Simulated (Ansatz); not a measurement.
Rh (fcc (Cu type), Fm-3m) under volume change, PBE+D3(BJ) in the plane-wave PAW code Ansatz, scaled uniformly.

| V (Å³/atom) | E − E(relaxed) (meV/atom) | P (GPa) |
|---|---|---|
| 12.417 | ___ | ___ |
| 12.827 | 49.1 | 20.45 |
| 13.236 | ___ | ___ |
| 13.646 | 0.0 | 0.01 |
| 14.055 | 10.1 | -7.70 |
| 14.464 | 38.3 | -14.11 |
| 14.874 | 81.3 | -19.41 |

Fill in the missing entries.


- 13.236, E − E(relaxed) (meV/atom): 11.5
- 13.236, P (GPa): 9.30
- 12.417, E − E(relaxed) (meV/atom): 117.9
- 12.417, P (GPa): 33.83

What does a third-order Birch–Murnaghan fit give for V₀, B₀ and B′?

V₀ = 13.65 Å³/atom, B₀ = 281 GPa, B′ = 5.1.

The cell was relaxed with PBE+D3(BJ) under the symmetry of its start. No spin polarisation was allowed. The pairwise dispersion correction was not fitted to metals.

Potentials: the later of the program's two PAW sets.
